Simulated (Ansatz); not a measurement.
With PBE in the plane-wave PAW code Ansatz, CaZrN$_{2}$ in the orthorhombic phase (Pna2_1; Ca on 4a, Zr on 4a, N on 4a, N on 4a) relaxes to a = 6.559 Å, b = 7.954 Å, c = 4.932 Å. Against the elements it lies at -1.42 eV/atom, with no fitted shifts.

The Kohn–Sham gap is 2.43 eV (smallest direct gap 2.44 eV). The electron mass is 0.78, 1.0, 1.0 mₑ (principal values). The hole mass is 0.53, 4.2, 6.3 mₑ (principal values).

The start of the workflow was typed in or built on a structure type; neither database checked (COD, Materials Project) lists it. Its standing as an ambient phase is unchecked. The PBE relaxation kept the symmetry of its start; its stability against distortions is not shown here. No spin polarisation was allowed. The references are the lowest solids computed at this level, not always the standard phases (solids in place of the gases). Scalar-relativistic: spin–orbit coupling is off unless named, which matters more the heavier the elements.

Potentials: the later of the program's two PAW sets.
